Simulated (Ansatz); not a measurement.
# Ca3Si4Ir4: computed property card

Ca3Si4Ir4:
```
CELL_PARAMETERS angstrom
     -3.71065     3.71065     3.71065
      3.71065    -3.71065     3.71065
      3.71065     3.71065    -3.71065
ATOMIC_POSITIONS crystal
  Si 0.63335 0.63335 0.63335
  Si 0.36665 0.00000 0.00000
  Si 0.00000 0.00000 0.36665
  Si 0.00000 0.36665 0.00000
  Ir 0.27805 0.27805 0.27805
  Ir 0.72195 0.00000 0.00000
  Ir 0.00000 0.00000 0.72195
  Ir 0.00000 0.72195 0.00000
  Ca 0.00000 0.50000 0.50000
  Ca 0.50000 0.00000 0.50000
  Ca 0.50000 0.50000 0.00000
```

Space group I-43m (No. 217); conventional cell a = 7.421 Å, b = 7.421 Å, c = 7.421 Å, α = 90.00°, β = 90.00°, γ = 90.00°.

Method: the program Ansatz at the r²SCAN level (PAW). The cell and atoms are relaxed at this level. Other levels are named where they apply.

### Cell and energy

* **Volume per atom**: 18.58 Å³
* **Density**: 8.14 g/cm³
* **Formation energy from the elements (no fitted shifts)**: -0.97 eV/atom

### Electronic structure

* **Electronic character**: metallic (no gap)
* **Density of states at the Fermi level**: 0.49 states/eV per atom (mean over ±0.08 eV)
* **Gap with spin–orbit coupling**: none (metallic)

### Mechanics

* **Bulk modulus (Birch–Murnaghan fit)**: 144 GPa
* **Pressure derivative B′**: 4.5

### Charges

* **Bader charges**: Si +0.94, Ir -2.01, Ca +1.42 e

The workflow started from an entry of the Crystallography Open Database (COD). Its standing as an ambient phase is unchecked. The r²SCAN relaxation kept the symmetry of its start; its stability against distortions is not shown here. The run is not spin-polarised. The references are the lowest solids computed at this level, not always the standard phases. Spin–orbit coupling is left out wherever it is not named.

Potentials: the later of the program's two PAW sets.
